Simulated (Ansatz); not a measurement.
Sn2Pt:
```yaml
crystal:
  lattice:
    - [0.00000, 3.22574, 3.22574]
    - [3.22574, 0.00000, 3.22574]
    - [3.22574, 3.22574, 0.00000]
  atoms:
    - { symbol: Sn, position: [0.75000, 0.75000, 0.75000] }
    - { symbol: Sn, position: [0.25000, 0.25000, 0.25000] }
    - { symbol: Pt, position: [0.00000, 0.00000, 0.00000] }
```

Relaxed with PBEsol. Special points in fractions of this cell's reciprocal vectors: Γ (0.000, 0.000, 0.000); X (0.500, 0.000, 0.500); U (0.625, 0.250, 0.625); K (0.375, 0.375, 0.750); L (0.500, 0.500, 0.500); W (0.500, 0.250, 0.750).

Task: List the band energies nearest the Fermi level at these points for PBEsol in the plane-wave PAW code Ansatz.

Result: In eV from the Fermi level; about four levels below and three above (degenerate sets whole), none deeper than 8.9 eV; points with the same levels are listed once.

```tsv
k	below	above
Γ	-5.18 -5.18 -5.18 -3.51 -3.51 -2.89	2.46 2.46 2.46
X	-3.40 -3.28 -3.28 -0.51	2.15 7.13 7.13
U	-3.90 -3.51 -2.87 -2.16	0.37 3.65 4.74
L	-3.47 -3.47 -0.58 -0.58	0.78 1.00 2.83 2.83
W	-3.59 -3.59 -3.40 -2.13	2.22 2.22 4.35
```

Space group Fm-3m (fluorite or antifluorite type). The workflow started from a Materials Project entry (that database holds measured and hypothetical structures alike); the Crystallography Open Database files this formula in space group No. 225, but the cells were not matched. Whether it is the stable phase at ambient conditions was not checked. Symmetry was held in the PBEsol relaxation; of distortions, only those at the zone centre were tested. The run is not spin-polarised. Spin–orbit coupling is left out wherever it is not named.

Potentials: the later of the program's two PAW sets.
